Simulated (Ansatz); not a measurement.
Run on Rb (hcp type): DFT, LDA, all-electron PAW with datasets made for the crystal, scalar-relativistic (Ansatz 0.2.0). This run: the series' base cell.

The cell comes from a relaxation on PAW files under the same functional, begun from a prototype that needn't be the stable phase.

Command: `ansatz run input.yaml --threads 1 --pin off --max-ram 2048MiB --backend cpu --events-out ev --progress --plain --runs-dir out` It took 5.9 s on 1 thread of Intel(R) Xeon(R) Platinum 8488C (Sapphire Rapids) (shared host), peak memory 0.39 GiB.

```yaml
crystal:
  lattice:
    - [4.786830238, 0.0, 0.0]
    - [-2.393415119, 4.1455165897, 0.0]
    - [0.0, 0.0, 7.8682892793]
  atoms:
    - { symbol: Rb, position: [0.3333333333, 0.6666666667, 0.25] }
    - { symbol: Rb, position: [0.6666666667, 0.3333333333, 0.75] }
kpoints:
  mp_grid: { grid: [9, 9, 5] }
scf:
  occupations: { method: fermi_dirac, width: 0.1 }
hamiltonian:
  xc: lda
  pseudopotentials: { kind: all_electron, datasets: crystal }
output:
  forces: true
  stress: true
  eigenvalues: true
```

Output:

```
hamiltonian.pseudopotentials.datasets: crystal makes datasets for this crystal and solves the spheres of its atoms anew in each pass: cutoff 180.0 eV, the density's 720.0 eV; for an error of 0.50 meV an atom under PBE, 1.0 meV for the cell; an energy difference from a run of another recipe may be off by several times the error for the cell, under r2SCAN by more, where some 0.1 meV an atom stays at smaller errors; Rb in spheres of 1.376 Å, 9 of its electrons in bands
band count auto-derived: 15 (N_el = 18.0; filled up to band 9; 13 by the electrons, moments and atoms)
Engine: ansatz 0.2.0
Pseudopotentials: kind: all_electron
Pseudopotential: Rb, paw, valence charge 9, recommended cutoff 180 eV (normal), crystal/all_electron/lda/scalar/gaussian/Rb, Koelling and Harmon's equation, gaussian nucleus
Functional definition: SPW92
  exchange = slater_x
  correlation = pw_c
Crystal: 2 atoms, lattice volume = 156.137 Å³
Basis set: ecut = 180 eV, 845 PW (Γ)
Bands: 15, of which v1, the nominal top of the filled ones, is band 9 counted from 1 (8 counted from 0)
Symmetry: 24 space group operations
Space group: P63/mmc (ITA 194), of the structure as read, at distance tolerance 5.4e-5 Å
k-points: 36 of 405
Non-local potential: Rb, projectors of the file, l = 0: 2, l = 1: 2, l = 2: 2
PAW form: soft (Blöchl's): semilocal exchange-correlation on the pseudo side does not see the compensation charge
PAW one-centre angular grid: Rb, 110 points (default); XC on its mesh's 1897 points in the sphere
Initial density: superposition of atomic densities (neutral atoms: chi_scale 0, normalization atom)
Initial wavefunctions: pseudopotential atomic-orbital guess
Functional: x = slater, c = lda
iter 1 solved again at ethr=2.44e-4 eV; its pass at ethr=1.00e-1 eV (dr2=4.40e-2 eV) is discarded
SCF iter   1: F=—  HF=-162052.359281 eV  |F-HF|=—  |Δ(HF+E_count)|=         —  Δρ=3.25e-3  dr2=4.51e-2  ethr=2.44e-4  ⟨swp⟩=7.3  Hψ=4041  notcnv=0
preconditioner: auto → Kerker (q_TF=auto, 1.903 Å⁻¹)  [metal: Δε(μ)=0.109 eV  Ē_g=2.918 eV  σ=0.100 eV  W_gap=0.26  n_scr=22 (ndim 8)  ℏωp=4.2 eV  f_vac=0.000  D(μ)=1.57/eV (n_scr^D=2)]
SCF iter   2: F=—  HF=-162052.338548 eV  |F-HF|=—  |Δ(HF+E_count)|=   2.07e-2  Δρ=2.14e-3  dr2=2.16e-2  ethr=2.44e-4  ⟨swp⟩=2.0  Hψ=900  notcnv=0
iter 3 solved again at ethr=1.19e-5 eV; its pass at ethr=1.20e-4 eV (dr2=2.14e-3 eV) is discarded
SCF iter   3: F=—  HF=-162052.327943 eV  |F-HF|=—  |Δ(HF+E_count)|=   1.06e-2  Δρ=9.39e-4  dr2=2.20e-3  ethr=1.19e-5  ⟨swp⟩=2.0  Hψ=2273  notcnv=0
SCF iter   4: F=—  HF=-162052.327874 eV  |F-HF|=—  |Δ(HF+E_count)|=   6.87e-5  Δρ=5.04e-4  dr2=7.59e-4  ethr=1.19e-5  ⟨swp⟩=2.0  Hψ=928  notcnv=0
SCF iter   5: F=—  HF=-162052.327848 eV  |F-HF|=—  |Δ(HF+E_count)|=   2.57e-5  Δρ=1.11e-4  dr2=2.89e-5  ethr=4.22e-6  ⟨swp⟩=2.0  Hψ=904  notcnv=0
SCF iter   6: F=—  HF=-162052.327853 eV  |F-HF|=—  |Δ(HF+E_count)|=   4.35e-6  Δρ=5.87e-5  dr2=4.80e-6  ethr=1.61e-7  ⟨swp⟩=3.4  Hψ=1209  notcnv=0
SCF iter   7: F=—  HF=-162052.327853 eV  |F-HF|=—  |Δ(HF+E_count)|=   4.01e-7  Δρ=1.18e-5  dr2=4.88e-7  ethr=2.67e-8  ⟨swp⟩=2.0  Hψ=903  notcnv=0
SCF iter   8: F=—  HF=-162052.327853 eV  |F-HF|=—  |Δ(HF+E_count)|=   2.07e-7  Δρ=3.88e-6  dr2=6.67e-8  ethr=2.71e-9  ⟨swp⟩=3.1  Hψ=976  notcnv=0
SCF iter   9: F=-162052.327853 eV  HF=-162052.327853 eV  |F-HF|=7.28e-10  |Δ(HF+E_count)|=   3.03e-8  Δρ=1.25e-6  dr2=4.96e-9  ethr=3.71e-10  ⟨swp⟩=3.4  Hψ=988  notcnv=0
SCF 1 converged in 9 iterations: F = -162052.327854 eV  dr2 = 4.96e-9
  Residual-converged pass: ⟨swp⟩=3.6  Hψ=1052  notcnv=0  max |occ|·‖R‖ = 5.3e-6 eV (tolerance 5.3e-6 eV)  dr2=5.00e-9  dr2_onsite=6.48e-10  max |Δocc| = 9.0e-8
  greatest PAW one-centre occupation: 0.972 electrons in one spin orbital (limit 2), on the Rb atom at site 1 (counted from 0), in its partial waves of l = 0
SCF converged after 9 iterations
Free energy (F): -162052.327854 eV
Harris-Foulkes:  -162052.327854 eV  (|F-HF|=7.28e-10)
Internal energy: -162052.274047 eV  (E = F + TS)
E sigma→0 (E₀):  -162052.300950 eV
Entropy (-TS):   -0.053807 eV (-26.903 meV/atom)
Past the cutoff: the bands carry plane waves up to 1.75 times it, of which those up to 1.5 times it add -0.000739 eV an atom, each by itself; the spheres take 0.000574 eV an atom off the energy for waves past 1.75 times it
By the cutoff:   a pressure is off by up to 0.005 GPa (1.2 times the spheres' own share and the shells' term, over an atom's volume, and 0.004 GPa: a bound that held against runs at twice the plane waves)
Past the cutoffs: a stress includes 0.0003 GPa for waves and charges beyond them, in addition to the slope of what the spheres take
In the spheres:  the bands' charges fall short by 2.5e-6 e at most (sound up to 1e-3)
Fermi energy:    3.095048 eV
--- Per-component energies (eV) ---
  E_band       = -215.426378
  E_kinetic    = 271.277616
  E_local      = -982.011149  (includes V_loc(G=0)·N_el)
  E_nonlocal   = 90.519120
  E_hartree    = 409.584557
  E_xc         = -154.279422
  E_vxc        = -200.785419  (∫ρ·V_xc dr)
  E_paw        = -162640.647753  (= ΣΔE_a)
  E_vpaw       = -1955.072306  (= ΣTr[D̂ρ^β])
  E_ewald      = -788.192343
  E_smearing   = -0.053807  (= −TS)
  E_closure    = 1741.475326  (closes the sum)
  Σ components = -162052.327854   (vs F -162052.327854, Δ=0.00e0)
  The terms above E_closure are by the made datasets' own strengths, without shells solved beside the bands.
--- Forces (eV/Å), atoms counted from 1 ---
  atom   1  Rb    -0.00000000     0.00000000     0.00000000
  atom   2  Rb     0.00000000    -0.00000000     0.00000000
  max |Σ_I F_I| component: 5.78e-19 eV/Å
--- Stress (GPa, compression-positive) ---
       -0.008651      -0.000000       0.000000
        0.000000      -0.008651       0.000000
        0.000000       0.000000      -0.001946
  P = ⅓ Tr σ = -0.0064 GPa (-0.064 kbar)
--- Band table (eV; the first three rows and the last of 36) ---
  k-point 0: bands = ["-25.6905", "-25.6827", "-9.8700", "-9.7280", "-9.7280", "-9.7078", "-9.7068", "-9.7068", "0.8962", "3.1296", "3.9044", "6.6394", "6.6394"]
  k-point 1: bands = ["-25.6898", "-25.6834", "-9.8551", "-9.7260", "-9.7260", "-9.7239", "-9.7089", "-9.7089", "1.0248", "2.6429", "4.3831", "6.4024", "6.6120"]
  k-point 2: bands = ["-25.6878", "-25.6854", "-9.8154", "-9.7653", "-9.7207", "-9.7207", "-9.7142", "-9.7142", "1.3954", "1.9628", "5.0878", "5.7962", "6.6224"]
  k-point 35: bands = ["-25.6803", "-25.6803", "-9.8352", "-9.8352", "-9.8136", "-9.7988", "-9.7399", "-9.7399", "4.1153", "4.2440", "4.2440", "4.3155", "4.6658"]
```

Next run (volume at 0.5 of the series' base cell), as changes to the input before:

```diff
   lattice:
-    - [4.786830238, 0.0, 0.0]
-    - [-2.393415119, 4.1455165897, 0.0]
-    - [0.0, 0.0, 7.8682892793]
+    - [3.7993096777, 0.0, 0.0]
+    - [-1.8996548388, 3.2902986977, 0.0]
+    - [0.0, 0.0, 6.2450653396]
   atoms:
```

Results part of the output:

```
SCF 1 converged in 8 iterations: F = -162051.184655 eV  dr2 = 5.53e-8
  Residual-converged pass: ⟨swp⟩=4.2  Hψ=1166  notcnv=0  max |occ|·‖R‖ = 5.2e-6 eV (tolerance 5.3e-6 eV)  dr2=5.40e-8  dr2_onsite=1.35e-9  max |Δocc| = 4.9e-9
  greatest PAW one-centre occupation: 0.974 electrons in one spin orbital (limit 2), on the Rb atom at site 1 (counted from 0), in its partial waves of l = 0
SCF converged after 8 iterations
Free energy (F): -162051.184655 eV
Harris-Foulkes:  -162051.184655 eV  (|F-HF|=6.69e-10)
Internal energy: -162051.120850 eV  (E = F + TS)
E sigma→0 (E₀):  -162051.152752 eV
Entropy (-TS):   -0.063805 eV (-31.902 meV/atom)
Past the cutoff: the bands carry plane waves up to 1.75 times it, of which those up to 1.5 times it add -0.000207 eV an atom, each by itself; the spheres take 0.000132 eV an atom off the energy for waves past 1.75 times it
By the cutoff:   a pressure is off by up to 0.005 GPa (1.2 times the spheres' own share and the shells' term, over an atom's volume, and 0.004 GPa: a bound that held against runs at twice the plane waves)
Past the cutoffs: a stress includes 0.0005 GPa for waves and charges beyond them, in addition to the slope of what the spheres take
In the spheres:  the bands' charges fall short by 1.5e-6 e at most (sound up to 1e-3)
Fermi energy:    8.543269 eV
--- Per-component energies (eV) ---
  E_band       = -119.629557
  E_kinetic    = 308.665436
  E_local      = -625.893809  (includes V_loc(G=0)·N_el)
  E_nonlocal   = 29.583128
  E_hartree    = 275.834351
  E_xc         = -172.215309
  E_vxc        = -224.164718  (∫ρ·V_xc dr)
  E_paw        = -162650.899937  (= ΣΔE_a)
  E_vpaw       = -1936.351357  (= ΣTr[D̂ρ^β])
  E_ewald      = -993.060124
  E_smearing   = -0.063805  (= −TS)
  E_closure    = 1776.865414  (closes the sum)
  Σ components = -162051.184655   (vs F -162051.184655, Δ=0.00e0)
  The terms above E_closure are by the made datasets' own strengths, without shells solved beside the bands.
--- Forces (eV/Å), atoms counted from 1 ---
  atom   1  Rb     0.00000000    -0.00000000    -0.00000000
  atom   2  Rb    -0.00000000     0.00000000     0.00000000
  max |Σ_I F_I| component: 3.47e-18 eV/Å
--- Stress (GPa, compression-positive) ---
        7.659168       0.000000      -0.000000
        0.000000       7.659168       0.000000
       -0.000000       0.000000       7.592990
  P = ⅓ Tr σ = 7.6371 GPa (76.371 kbar)
--- Band table (eV; the first three rows and the last of 36) ---
  k-point 0: bands = ["-20.4470", "-20.2999", "-5.2150", "-4.1201", "-4.1201", "-3.9854", "-3.9791", "-3.9791", "5.5099", "8.1816", "10.8298", "12.4309"]
  k-point 1: bands = ["-20.4332", "-20.3142", "-5.1123", "-4.1217", "-4.1068", "-4.1068", "-3.9928", "-3.9928", "5.7886", "8.0049", "10.7430", "12.1122"]
  k-point 2: bands = ["-20.3970", "-20.3515", "-4.8315", "-4.4556", "-4.0719", "-4.0719", "-4.0283", "-4.0283", "6.5131", "7.3876", "10.8690", "11.4267"]
  k-point 35: bands = ["-20.2585", "-20.2585", "-4.9405", "-4.9405", "-4.7865", "-4.6674", "-4.2030", "-4.2030", "9.5450", "9.7365", "9.7803", "9.7803"]
```

Next run (volume at 0.4 of the series' base cell), as changes to the input before:

```diff
   lattice:
-    - [3.7993096777, 0.0, 0.0]
-    - [-1.8996548388, 3.2902986977, 0.0]
-    - [0.0, 0.0, 6.2450653396]
+    - [3.5269666751, 0.0, 0.0]
+    - [-1.7634833375, 3.0544427389, 0.0]
+    - [0.0, 0.0, 5.797405109]
   atoms:
```

Results part of the output:

```
SCF 1 converged in 8 iterations: F = -162050.199208 eV  dr2 = 3.69e-8
  Residual-converged pass: ⟨swp⟩=4.1  Hψ=1170  notcnv=0  max |occ|·‖R‖ = 5.2e-6 eV (tolerance 5.3e-6 eV)  dr2=3.65e-8  dr2_onsite=2.22e-8  max |Δocc| = 2.9e-9
  greatest PAW one-centre occupation: 0.976 electrons in one spin orbital (limit 2), on the Rb atom at site 1 (counted from 0), in its partial waves of l = 0
SCF converged after 8 iterations
Free energy (F): -162050.199208 eV
Harris-Foulkes:  -162050.199208 eV  (|F-HF|=2.27e-8)
Internal energy: -162050.116262 eV  (E = F + TS)
E sigma→0 (E₀):  -162050.157735 eV
Entropy (-TS):   -0.082947 eV (-41.473 meV/atom)
Past the cutoff: the bands carry plane waves up to 1.75 times it, of which those up to 1.5 times it add -0.000132 eV an atom, each by itself; the spheres take 0.000056 eV an atom off the energy for waves past 1.75 times it
By the cutoff:   a pressure is off by up to 0.004 GPa (1.2 times the spheres' own share and the shells' term, over an atom's volume, and 0.004 GPa: a bound that held against runs at twice the plane waves)
Past the cutoffs: a stress includes 0.0005 GPa for waves and charges beyond them, in addition to the slope of what the spheres take
In the spheres:  the bands' charges fall short by 2.0e-6 e at most (sound up to 1e-3)
Fermi energy:    11.211016 eV
--- Per-component energies (eV) ---
  E_band       = -75.642733
  E_kinetic    = 335.137879
  E_local      = -496.094581  (includes V_loc(G=0)·N_el)
  E_nonlocal   = -7.778363
  E_hartree    = 232.031589
  E_xc         = -187.251406
  E_vxc        = -243.816731  (∫ρ·V_xc dr)
  E_paw        = -162646.774374  (= ΣΔE_a)
  E_vpaw       = -1917.504857  (= ΣTr[D̂ρ^β])
  E_ewald      = -1069.741591
  E_smearing   = -0.082947  (= −TS)
  E_closure    = 1790.354586  (closes the sum)
  Σ components = -162050.199208   (vs F -162050.199208, Δ=0.00e0)
  The terms above E_closure are by the made datasets' own strengths, without shells solved beside the bands.
--- Forces (eV/Å), atoms counted from 1 ---
  atom   1  Rb     0.00000000    -0.00000000     0.00000000
  atom   2  Rb    -0.00000000     0.00000000     0.00000000
  max |Σ_I F_I| component: 0.00e0 eV/Å
--- Stress (GPa, compression-positive) ---
       12.759592      -0.000000       0.000000
       -0.000000      12.759592       0.000000
        0.000000       0.000000      12.827437
  P = ⅓ Tr σ = 12.7822 GPa (127.822 kbar)
--- Band table (eV; the first three rows and the last of 36) ---
  k-point 0: bands = ["-18.1887", "-17.8654", "-3.3215", "-1.4563", "-1.4563", "-1.2358", "-1.2207", "-1.2207", "8.1888", "10.6560", "14.5873", "15.1170"]
  k-point 1: bands = ["-18.1592", "-17.8977", "-3.1533", "-1.4795", "-1.4342", "-1.4342", "-1.2436", "-1.2436", "8.5591", "10.6309", "14.2248", "14.7820"]
  k-point 2: bands = ["-18.0807", "-17.9809", "-2.6901", "-2.0586", "-1.3761", "-1.3761", "-1.3033", "-1.3033", "9.4484", "10.3041", "13.8178", "14.1169"]
  k-point 35: bands = ["-17.7750", "-17.7750", "-2.8626", "-2.8626", "-2.6110", "-2.4057", "-1.6007", "-1.6007", "12.0707", "12.3153", "12.3153", "12.5791"]
```
